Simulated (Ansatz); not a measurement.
**Squeezing In (diamond type)**

```
In
1.0
     0.00000    3.23132    3.23132
     3.23132    0.00000    3.23132
     3.23132    3.23132    0.00000
In
2
Direct
  0.87500 0.87500 0.87500
  0.12500 0.12500 0.12500
```

The cell comes from a relaxation on PAW files under the same functional, begun from a prototype that needn't be the stable phase.

Its volume is scaled at fixed shape and fractional positions.

All numbers are LDA results (scalar-relativistic) from Ansatz 0.2.0, with a Γ-centred 12×12×12 k mesh, Fermi–Dirac smearing of 0.05 eV, no spin polarisation. Methods: LAPW: all electrons, basis error target 1 meV/atom; PAW: frozen-core files, cutoff 420 eV; crystal datasets: all electrons, by PAW datasets that the program makes for each cell; norm-conserving: pseudopotentials, cutoff 952 eV; PAW (cutoff 1000 eV): frozen-core files, cutoff 1000 eV.

Energies are extrapolated to zero smearing and count from the unscaled cell; pressure is positive in compression; gaps take the mesh and a band path. No temperature or zero-point motion is included.

The PAW files were made under PBE. The structure type is held throughout; the real material can change phase at far lower pressure.

```tsv
V/V0	V (Å³/atom)	P LAPW (GPa)	ΔE LAPW (eV/atom)	P PAW − LAPW (GPa)	ΔE PAW − LAPW (meV/atom)
1.00	33.74	-0.01	0.000	-0.01	0.0
0.90	30.37	4.52	0.042	-0.01	-0.1
0.80	26.99	12.82	0.216	-0.02	-0.4
0.70	23.62	?	?	?	?
0.60	20.24	59.7	1.525	-0.11	-2.3
0.50	16.87	126.6	3.393	-0.47	-7.3
0.40	13.50	287.8	7.492	-1.93	-29.5
```

Fit the Vinet equation to the LAPW pressures shown (residuals weighted by 1/(|P| + 0.03·Pmax)), and predict the pressure of the withheld row.

The fit gives V0 = 33.83 Å³/atom, B0 = 29.9 GPa and B0′ = 5.73. At 23.62 Å³/atom, x = (V/V0)^(1/3) = 0.8871, and P = 3·B0·(1 − x)/x²·exp[1.5·(B0′ − 1)·(1 − x)] = 28.6 GPa. The run itself gave 28.6 GPa (+0.2 % off) and ΔE = 0.634 eV/atom.

From the table, what is the rise of the enthalpy H = E + pV up to the last row, and how stiff is the crystal between the last two rows?

ΔH = 7.492 eV + (287.8 GPa × 13.50 Å³ + 0.01 GPa × 33.74 Å³) × 0.006242 eV/(GPa·Å³) = 31.73 eV/atom, of which pV makes 76 %. The mean bulk modulus there is −ΔP/Δln V = 722 GPa.

At the smallest volume, how far do crystal datasets and norm-conserving and PAW (cutoff 1000 eV) lie from LAPW in pressure?

crystal datasets: 0.00 GPa; norm-conserving: -5.08 GPa; PAW (cutoff 1000 eV): -2.44 GPa, on a LAPW pressure of 287.8 GPa.

How do the Löwdin populations by LAPW change from the unscaled cell to the last row?

In 4s 1.98 → 1.90, In 5s 1.20 → 0.86, In 4p 5.99 → 5.95, In 5p 1.85 → 2.36, In 4d 9.98 → 9.91 electrons an atom. These are projections on the shells that the free atoms fill; 0.04 e a cell lies outside them at the start and 0.05 e at the end.
